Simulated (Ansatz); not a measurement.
A scan (energy against volume; even scaling of the relaxed cell, symmetry kept) gave these values. Level of theory: PBEsol (plane waves to 420 eV, PAW, scalar-relativistic; Ansatz, a program for electronic structure).

The bulk modulus at fixed cell shape B₀ (third-order Birch-Murnaghan fit) is 195 GPa, the pressure derivative B₀′ (fit) is 4.9 and the equilibrium volume of the fit is 11.09 Å³/atom.

Of these crystals, all scanned alike, which one is it?
A. SiO₂ (alpha-cristobalite type, space group P4_12_12)
B. ZrO₂ (tetragonal-ZrO2 type, space group P4_2/nmc)
C. LiTaO₃ (LiNbO3 type, space group R3c)
D. IrO₂ (rutile)

B, ZrO₂ (tetragonal-ZrO2 type, space group P4_2/nmc). The others have, for the bulk modulus at fixed cell shape: IrO2 305 GPa, SiO2 14.2 GPa, LiTaO3 125 GPa

All were relaxed with their symmetry unable to fall. IrO2 is run without spin polarisation and with no Hubbard U. LiTaO3 is run without spin polarisation. Spin-orbit coupling is left out. The PAW data are Ansatz's earlier set. This is a high-temperature form of ZrO2. ZrO2 is run without spin polarisation. With the shape held, the modulus is that of even scaling; a crystal free to change shape is softer.

(A scan under strain: stresses follow from slopes of the energy per volume, elastic moduli from its curvatures.)
